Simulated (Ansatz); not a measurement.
**Structures of Ge2Sb2Te5: which is lowest?**

Plane-wave DFT in Ansatz with scalar-relativistic PAW potentials, cutoff 420 eV, Γ-centred meshes chosen by cell and gap, Gaussian smearing with energies taken to zero width. Every cell was relaxed (cell and atoms) in a run of its own, within the symmetry of its start. Functional: PBE.

Relaxed structures (starts from databases or built by putting these elements on another compound's sites):
A. Cm, 9 atoms in the computed cell, a = 13.676 Å, b = 6.107 Å, c = 9.653 Å, β = 133.9°; sites (symmetry × multiplicity) Ge m × 2 + m × 2, Sb m × 2 + m × 2, Te m × 2 + m × 2 + m × 2 + m × 2 + m × 2; start: database
B. P-3m1, 9 atoms in the computed cell, a = 4.264 Å, c = 18.066 Å; sites (symmetry × multiplicity) Ge 3m. × 2, Sb 3m. × 2, Te -3m. × 1 + 3m. × 2 + 3m. × 2; start: database

**Question.** Rank them by energy. Could pressure change the order?

**Answer.**
| structure | group | E − E(lowest) (meV/atom) | V (Å³/atom) | gap on mesh (eV) |
| --- | --- | --- | --- | --- |
| B | P-3m1 | 0.0 | 31.60 | 0.00 |
| A | Cm | 24.3 | 32.29 | 0.24 |

B is lowest, 24 meV/atom under A. The lowest is also the densest of these, so pressure wouldn't bring one of the others in at first order. Other structures may lie lower than all of these, and vibrations aren't counted.

Spin-orbit coupling is left out, which matters for the bands of heavy elements.